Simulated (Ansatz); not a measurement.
N:
```yaml
crystal:
  lattice:
    - [5.77597, 0.00000, 0.00000]
    - [0.00000, 5.77597, 0.00000]
    - [0.00000, 0.00000, 5.77597]
  atoms:
    - { symbol: N, position: [0.05463, 0.05463, 0.05463] }
    - { symbol: N, position: [0.94537, 0.94537, 0.94537] }
    - { symbol: N, position: [0.44537, 0.94537, 0.55463] }
    - { symbol: N, position: [0.55463, 0.05463, 0.44537] }
    - { symbol: N, position: [0.55463, 0.44537, 0.94537] }
    - { symbol: N, position: [0.44537, 0.55463, 0.05463] }
    - { symbol: N, position: [0.94537, 0.55463, 0.44537] }
    - { symbol: N, position: [0.05463, 0.44537, 0.55463] }
```

Relaxed with r²SCAN in the plane-wave PAW code Ansatz. Indices refer to the conventional cell of Pa-3, a = 5.776 Å, b = 5.776 Å, c = 5.776 Å, α = 90.00°, β = 90.00°, γ = 90.00°.

Question: Simulate the powder diffraction pattern (Cu Kα, λ = 1.54184 Å; lines above 1 %) up to 2θ = 90°.

Answer: Simulated powder pattern, Cu Kα, λ = 1.54184 Å (kinematic, ideal powder, no thermal factors, no anomalous dispersion; the 30 strongest lines at most, above 1 %, up to 2θ = 90°):

```json
[
 {"2θ (°)": "26.73", "d (Å)": "3.335", "I/Imax (%)": "100", "hkl": "(111)"},
 {"2θ (°)": "30.96", "d (Å)": "2.888", "I/Imax (%)": "40", "hkl": "(200)"},
 {"2θ (°)": "34.73", "d (Å)": "2.583", "I/Imax (%)": "4.2", "hkl": "(210)"},
 {"2θ (°)": "38.17", "d (Å)": "2.358", "I/Imax (%)": "5.3", "hkl": "(211)"},
 {"2θ (°)": "44.36", "d (Å)": "2.042", "I/Imax (%)": "13", "hkl": "(220)"},
 {"2θ (°)": "47.21", "d (Å)": "1.925", "I/Imax (%)": "1.6", "hkl": "(221)"},
 {"2θ (°)": "52.55", "d (Å)": "1.742", "I/Imax (%)": "7.9", "hkl": "(311)"},
 {"2θ (°)": "55.08", "d (Å)": "1.667", "I/Imax (%)": "2.2", "hkl": "(222)"},
 {"2θ (°)": "57.53", "d (Å)": "1.602", "I/Imax (%)": "3.8", "hkl": "(302)"},
 {"2θ (°)": "59.92", "d (Å)": "1.544", "I/Imax (%)": "6.0", "hkl": "(321)+(312)"},
 {"2θ (°)": "66.78", "d (Å)": "1.401", "I/Imax (%)": "3.3", "hkl": "(322)+(410)"},
 {"2θ (°)": "68.98", "d (Å)": "1.361", "I/Imax (%)": "1.2", "hkl": "(411)"},
 {"2θ (°)": "83.73", "d (Å)": "1.155", "I/Imax (%)": "2.3", "hkl": "(430)"},
 {"2θ (°)": "85.78", "d (Å)": "1.133", "I/Imax (%)": "3.9", "hkl": "(413)+(431)"}
]
```

The r²SCAN relaxation kept the symmetry of its start. The substance is a gas or liquid at ambient conditions; this is its low-temperature solid. A crystal of weakly bound molecules computed without a dispersion correction: the cell and the soft elastic constants depend strongly on that.

Potentials: the later of the program's two PAW sets.
